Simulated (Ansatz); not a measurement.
Notes on YPb$_{2}$IO$_{4}$

```
Pb Y I O
1.0
     3.87805    0.00000    0.00000
     0.00000    3.87805    0.00000
     0.00000    0.00000    9.41307
Pb Y I O
2 1 1 4
Direct
  0.50000 0.50000 0.73740
  0.50000 0.50000 0.26260
  0.00000 0.00000 0.00000
  0.00000 0.00000 0.50000
  0.50000 0.00000 0.85200
  0.00000 0.50000 0.85200
  0.50000 0.00000 0.14800
  0.00000 0.50000 0.14800
```

The numbers come from plane-wave PAW DFT (Ansatz): r2SCAN, no spin polarisation, 500 eV, 9×9×4 Γ-centred k points, fermi-dirac occupations (width 0.1262 eV). Nothing was relaxed.

Q: Is the cell too large or too small?

A: The pressure is 2.5 GPa (compression positive), so with the atoms held at these fractions the cell would first expand. The principal stresses -0.2, 3.9, 3.9 GPa differ, so its shape would change too.

Q: Which element gives electrons and which takes them?

A: Bader charges in e: Y +2.28, Pb +1.54, I -0.43, O -1.23. In the mean Y gives up most and O takes most.

Q: Describe some of the short contacts.

A: Pb–O at 2.22 Å: least valence density 0.54 e/Å³ and ELF 0.21 there. Y–O at 2.39 Å: least valence density 0.33 e/Å³ and ELF 0.13 there. I–Pb at 3.54 Å: least valence density 0.11 e/Å³ and ELF 0.15 there. Both are smooth PAW fields, read partly inside the augmentation spheres.

Q: Metal or insulator?

A: It is a metal, with about 2.7 states/eV a cell as the mean within 0.25 eV of the Fermi level, mostly O p (40 %), Pb s (25 %) and I p (18 %).

Q: Where is the largest force?

A: The largest is on O5 (and as large on other atoms): 0.50 eV/Å, components (0.00, 0.00, 0.50). It makes 119° with the line to a nearest neighbour, Pb1 at 2.22 Å.

Origin: a known structure type with other elements, at an estimated volume, so it need not be a known compound. Caveats: many states at the Fermi level without spin polarisation, so a magnetic state may lie lower.
